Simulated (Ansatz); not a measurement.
MoPt$_{3}$ in space group Pmm2 (No. 25; Mo on 1a, Pt on 1d, Pt on 1c, Pt on 1b), plane-wave PAW PBEsol (Ansatz code), all energies at zero smearing, with the estimated change up to a 700 eV cutoff added, with one set of potentials and settings (totals compare only within such a set). Cell of 4 atoms (1 Mo, 3 Pt): -42049.709 eV.

```tsv
element	reference phase	E (eV/atom)
Mo	Im-3m, 1 atoms in the cell	-4897.4695
Pt	Fm-3m, 1 atoms in the cell	-12383.8180
```

Formation energy per atom, worked out: (-42049.709 − 1×(-4897.4695) − 3×(-12383.8180))/4 = -0.196 eV/atom (-19 kJ per mol of atoms), at 0 K, without zero-point energy or fitted corrections.

The workflow started from a Materials Project entry (that database holds measured and hypothetical structures alike); the Crystallography Open Database copy checked does not list it. With Mo and Pt taken as one species the cell has the higher symmetry P6_3/mmc, so it may be an ordered model of a mixed-site phase. Its standing as an ambient phase is unchecked. The PBEsol relaxation kept the symmetry of its start; whether a distortion lowers the energy is not shown. The run is not spin-polarised. The references are the lowest solids computed at this level, not always the standard phases. Scalar-relativistic: spin–orbit coupling is off unless named, which matters more the heavier the elements.

Potentials: the later of the program's two PAW sets.
